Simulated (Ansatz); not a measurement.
The relaxed structure here is a generated cell of Ge: the first start was made by placing the elements on the sites of a structure type, and the end was not matched to a known phase here, so it may be hypothetical. Known forms of Ge include space group No. 227.

A relaxed cell of Ge (P6₃/mmc (No. 194)), relaxed on a k-mesh at least as fine as the one used below. All values below come from r2SCAN (plane waves to 500 eV, PAW, scalar-relativistic; Ansatz, a program for electronic structure). Γ-centred k-mesh 7×4×4 on the run's cell (coarser than for final values), Fermi–Dirac smearing 0.05 eV.

```xyz
8
Lattice="3.9948 0.0000 0.0000 -3.9948 6.9192 0.0000 0.0000 0.0000 6.5988" Properties=species:S:1:pos:R:3 pbc="T T T"
Ge     0.0000     2.3064     0.4156
Ge    -1.9974     5.7660     0.4156
Ge     1.9974     1.1532     3.7150
Ge     0.0000     4.6128     3.7150
Ge     1.9974     1.1532     6.1833
Ge     0.0000     4.6128     6.1833
Ge     0.0000     2.3064     2.8838
Ge    -1.9974     5.7660     2.8838
```

The atoms are displaced by (Å):

| atom | ux | uy | uz |
|---|---|---|---|
| Ge1 | 0.006 | 0.053 | 0.085 |
| Ge2 | 0.010 | -0.082 | 0.058 |
| Ge3 | 0.025 | 0.092 | -0.068 |
| Ge4 | -0.041 | 0.013 | 0.016 |
| Ge5 | 0.033 | 0.010 | 0.037 |
| Ge6 | 0.055 | -0.024 | 0.039 |
| Ge7 | 0.033 | 0.023 | -0.128 |
| Ge8 | -0.014 | -0.046 | -0.101 |

Q: What forces (eV/Å) and pressure result?

A: 
```csv
atom,Fx,Fy,Fz
Ge1,0.24,-0.76,-2.37
Ge2,0.53,0.79,-1.57
Ge3,0.08,-0.99,0.33
Ge4,0.35,-0.19,-0.26
Ge5,-0.27,-0.15,-0.30
Ge6,-0.56,0.20,-0.53
Ge7,-0.12,0.34,2.58
Ge8,-0.26,0.76,2.12
```

Pressure +0.9 GPa.

Q: Estimate the energy cost of the displacement in the harmonic approximation and compare with the calculation.

A: For a harmonic well ΔE = −½ Σ F·u = 0.586 eV a cell, or 73 meV/atom. The calculated energy relative to the undisplaced cell is +0.07 eV/atom, so the harmonic estimate holds well.

No spin polarisation in the result.

The run that gave the undisplaced cell could not lose the symmetry of its start; a randomly shaken copy of 8 atoms returns to this structure.
